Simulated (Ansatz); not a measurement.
Ga2O3:
Space group C2/m (No. 12); a = 12.2542 Å, b = 3.0390 Å, c = 5.8079 Å, α = γ = 90.00°, β = 103.81°

```csv
atom,site,symmetry,x,y,z
Ga,4i,m,0.1587,0.5000,0.3145
Ga,4i,m,0.0905,0.0000,0.7948
O,4i,m,0.4963,0.0000,0.2562
O,4i,m,0.1733,0.0000,0.5635
O,4i,m,0.1642,0.0000,0.1091
```
(The calculation used a cell of 10 atoms; values per cell refer to that cell.)

Relaxed with r²SCAN.

Give the optical modes at the zone centre with their infrared activity from DFPT, plane-wave PAW r²SCAN (Ansatz code).

Transverse frequencies, without the LO–TO term; a row sums one degenerate level.

```
ω (cm⁻¹)  degeneracy  IR ((D/Å)²/amu)     activity  symmetry
--------  ----------  ---------------  -----------  --------
111                1             0.00  IR-inactive        Ag
114                1             0.00  IR-inactive        Bg
145                1             0.00  IR-inactive        Bg
154                1             0.19           IR        Au
169                1             0.00  IR-inactive        Ag
200                1             0.00  IR-inactive        Ag
209                1            12.11           IR        Bu
260                1             7.76           IR        Bu
278                1             1.22           IR        Bu
297                1            14.87           IR        Au
318                1             0.00  IR-inactive        Ag
346                1             0.00  IR-inactive        Ag
352                1             0.00  IR-inactive        Bg
356                1             5.83           IR        Bu
409                1             0.00  IR-inactive        Ag
427                1            29.04           IR        Bu
448                1            23.97           IR        Au
470                1             0.00  IR-inactive        Ag
474                1             0.00  IR-inactive        Bg
565                1            31.42           IR        Bu
622                1             0.00  IR-inactive        Ag
647                1             0.00  IR-inactive        Bg
653                1             0.00  IR-inactive        Ag
657                1            12.99           IR        Au
685                1             7.84           IR        Bu
739                1             4.51           IR        Bu
760                1             0.00  IR-inactive        Ag
```

How high does the top mode go among those that the LO–TO term moves?

760 cm⁻¹ for q along x, 757 cm⁻¹ for q along y, 787 cm⁻¹ for q along z.

Symmetry was held in the r²SCAN relaxation.

Potentials: the earlier of the program's two PAW sets. The files were generated under PBE; for other functionals the program regenerates the frozen cores, and for LDA and PBEsol the local potential too.
